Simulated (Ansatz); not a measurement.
The calculation used DFT PBE, scalar-relativistic, plane waves, PAW in Ansatz 0.2.0. All cells share a 420 eV cutoff and Γ-centred k meshes spaced at most about 0.3 Å⁻¹ (about 0.25 or finer for metals, 2π included). No spin polarisation in the final relaxations.

All energies are static (0 K, no zero-point motion). All come from trial cells, and lower structures may exist.

Problem. Order these relaxed structures of SnGe3Te4 by energy, lowest first, with the energy over the lowest of them.
A. Space group Pm (No. 6), monoclinic, a = 4.488 Å, b = 4.297 Å, c = 12.399 Å, β = 92.7°. Sn is surrounded by 6 Te at 3.04–3.33 Å; Ge on its first site is surrounded by 3 Te at 2.86–2.87 Å, 1 Te at 3.18 Å and 2 Te at 3.38 Å; around Ge on its second site lie 3 Te at 2.86–2.87 Å and 3 Te at 3.30–3.38 Å; Te on its first site is surrounded by 3 Ge at 2.87 Å, 1 Sn at 3.33 Å and 2 Ge at 3.38 Å; 4 more sites not described.
B. Space group P4/mmm (No. 123), tetragonal, a = 4.330 Å, c = 12.230 Å. Sn has 6 Te at 3.06–3.15 Å; around Ge on a site of symmetry 4/mmm lie 6 Te at 2.97–3.06 Å; around Ge on a site of symmetry 4mm lie 6 Te at 3.01–3.11 Å; around Te on a site of symmetry 4mm lie 5 Ge at 2.97–3.06 Å and 1 Sn at 3.15 Å; 2 more sites not described.

Solution. A (0 meV/atom), B (20 meV/atom). Forms: A Sn and Ge ordered on rock salt sites, Pm; B Sn and Ge ordered on rock salt sites, P4/mmm. Counting Te atoms around Ge and Sn (those within 1.25 times the shortest such distance or 1.15 times the sum of covalent radii, 1.27 where that leaves under three; a plus sign parts nearer from farther groups): A has Sn 6, Ge 3+3; B has Sn 6, Ge 6.

Spin–orbit coupling, which can matter for Te, is left out. Cells relaxed within their symmetry can be saddle points. The Pm cell of SnGe3Te4 came from shaking the P4/mmm one. Some candidate types were left out of the draw beforehand, so a known form may be missing.
